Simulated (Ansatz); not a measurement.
Consider the following.

Cd:
```yaml
crystal:
  lattice:
    - [0.00000, 3.21888, 3.21888]
    - [3.21888, 0.00000, 3.21888]
    - [3.21888, 3.21888, 0.00000]
  atoms:
    - { symbol: Cd, position: [0.00000, 0.00000, 0.00000] }
    - { symbol: Cd, position: [0.25000, 0.25000, 0.25000] }
```

This is the PBEsol-relaxed structure.

Q: All from plane-wave PAW PBEsol (Ansatz code), unless another level is named. Predict the bulk modulus (Birch–Murnaghan fit).

A: 22.8 GPa.

Q: And the highest zone-centre frequency?

A: 119 cm⁻¹.

Q: And the elastic constants (relaxed ions, GPa)?

A: C11 = 16.9, C12 = 26.6, C44 = -8.6.

Space group Fd-3m (diamond). The start of the workflow was typed in or built on a structure type; neither database checked (COD, Materials Project) lists it. It is not the phase usual at ambient conditions (space group No. 194). The cell was relaxed with PBEsol under the symmetry of its start. At this level the phase is mechanically unstable. As this level gives no gap, shear constants depend on the k-mesh and smearing (Fermi–Dirac, 0.1 eV here). As this level gives no gap, phonon frequencies hold no LO–TO term and depend on the k-mesh and smearing (Fermi–Dirac, 0.1 eV here).

Potentials: the later of the program's two PAW sets.
